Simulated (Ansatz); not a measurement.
SiS2 in space group Ibam (No. 72; Si on 4a, S on 8j), the program Ansatz at the PBE level (PAW), all energies at zero smearing, with the estimated change up to a 700 eV cutoff added, with one set of potentials and settings (totals compare only within such a set). Cell of 6 atoms (2 Si, 4 S): -4883.955 eV.

```
element             reference phase  E (eV/atom)
-------  --------------------------  -----------
Si       Fd-3m, 2 atoms in the cell    -635.8096
S        Fddd, 32 atoms in the cell    -902.0599
```

Formation energy per atom, worked out: (-4883.955 − 2×(-635.8096) − 4×(-902.0599))/6 = -0.683 eV/atom (-66 kJ per mol of atoms), at 0 K, without zero-point energy or fitted corrections.

The PBE relaxation kept the symmetry of its start. The volume lies over 15 % above that of the usual cell of this phase: another minimum, or an error of the functional. A crystal of weakly bound chains computed without a dispersion correction: the cell and the soft elastic constants depend strongly on that. The references are the lowest solids computed at this level, not always the standard phases.

Potentials: the later of the program's two PAW sets.
